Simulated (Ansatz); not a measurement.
Li:
```yaml
crystal:
  lattice:
    - [2.99100, 0.00000, 0.00000]
    - [-1.49550, 2.59028, 0.00000]
    - [0.00000, 0.00000, 4.89522]
  atoms:
    - { symbol: Li, position: [0.33333, 0.66667, 0.25000] }
    - { symbol: Li, position: [0.66667, 0.33333, 0.75000] }
```

Relaxed with LDA. Special points in fractions of this cell's reciprocal vectors: Γ (0.000, 0.000, 0.000); M (0.500, 0.000, 0.000); K (0.333, 0.333, 0.000); A (0.000, 0.000, 0.500); L (0.500, 0.000, 0.500); H (0.333, 0.333, 0.500).

### Question
List the band energies nearest the Fermi level at these points for DFT-LDA in the program Ansatz with PAW potentials.

### Answer
In eV from the Fermi level; about four levels below and three above (degenerate sets whole), none deeper than 8.9 eV; … stands for higher levels left out; points with the same levels are listed once.

| k | below | above |
|---|---|---|
| Γ | -3.58 -0.06 | 3.16 12.87 12.87 |
| M | -0.10 | 1.13 4.83 6.08 |
| K | – | 1.33 2.34 2.34 |
| A | -2.46 -2.46 | 8.28 8.28 … |
| L | – | 0.68 0.68 3.75 3.75 |
| H | – | 2.22 2.22 2.85 2.85 |

Space group P6_3/mmc (hcp (Mg type)). The workflow started from a Materials Project entry (that database holds measured and hypothetical structures alike); the Crystallography Open Database files this formula in space group No. 194, but the cells were not matched. It is not the phase usual at ambient conditions (space group No. 229). The LDA relaxation kept the symmetry of its start; whether a distortion lowers the energy is not shown.

Potentials: the later of the program's two PAW sets.
